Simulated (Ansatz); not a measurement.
Polymorphs of MgTiNO, each relaxed with plane-wave PAW PBE (Ansatz code):

A: P4/nmm
a = 2.9935 Å, b = 2.9935 Å, c = 17.2151 Å, α = 90.00°, β = 90.00°, γ = 90.00°

| atom | site | symmetry | x | y | z |
|---|---|---|---|---|---|
| Ti | 2c | 4mm | 0.0000 | 0.5000 | 0.1811 |
| N | 2c | 4mm | 0.5000 | 0.0000 | 0.1873 |
| Ti | 2c | 4mm | 0.5000 | 0.0000 | 0.0617 |
| N | 2c | 4mm | 0.0000 | 0.5000 | 0.0618 |
| Mg | 2c | 4mm | 0.5000 | 0.0000 | 0.3136 |
| O | 2c | 4mm | 0.0000 | 0.5000 | 0.3140 |
| Mg | 2c | 4mm | 0.0000 | 0.5000 | 0.4380 |
| O | 2c | 4mm | 0.5000 | 0.0000 | 0.4380 |

B: P4/nmm
a = b = 2.9784 Å, c = 8.7227 Å, α = β = γ = 90.00°

```json
[
 {"atom": "Ti", "site": "2c", "symmetry": "4mm", "x": "0.0000", "y": "0.5000", "z": "0.1147"},
 {"atom": "N", "site": "2c", "symmetry": "4mm", "x": "0.5000", "y": "0.0000", "z": "0.1264"},
 {"atom": "Mg", "site": "2c", "symmetry": "4mm", "x": "0.5000", "y": "0.0000", "z": "0.3765"},
 {"atom": "O", "site": "2c", "symmetry": "4mm", "x": "0.0000", "y": "0.5000", "z": "0.3775"}
]
```

C: P4/mmm
a = b = 2.9830 Å, c = 4.3651 Å, α = β = γ = 90.00°

```
atom  site  symmetry       x       y       z
----  ----  --------  ------  ------  ------
Ti      1a     4/mmm  0.0000  0.0000  0.0000
N       1c     4/mmm  0.5000  0.5000  0.0000
Mg      1d     4/mmm  0.5000  0.5000  0.5000
O       1b     4/mmm  0.0000  0.0000  0.5000
```

Question: Put the candidates in order of energy per atom at 0 K, lowest first, for PBE.

Answer: A (+0 meV/atom), B (+27 meV/atom), C (+168 meV/atom)

Typed or built starts, not in the databases checked: A; B; C. Began spin-polarised and lost the moments: A; B; C. All cells were relaxed under the symmetry of their starts (and spin orders); stability against distortions was not tested throughout.

Energies hold the estimated change up to a 700 eV cutoff; steps of a few meV lie near the error of the meshes.

Potentials: the earlier of the program's two PAW sets.
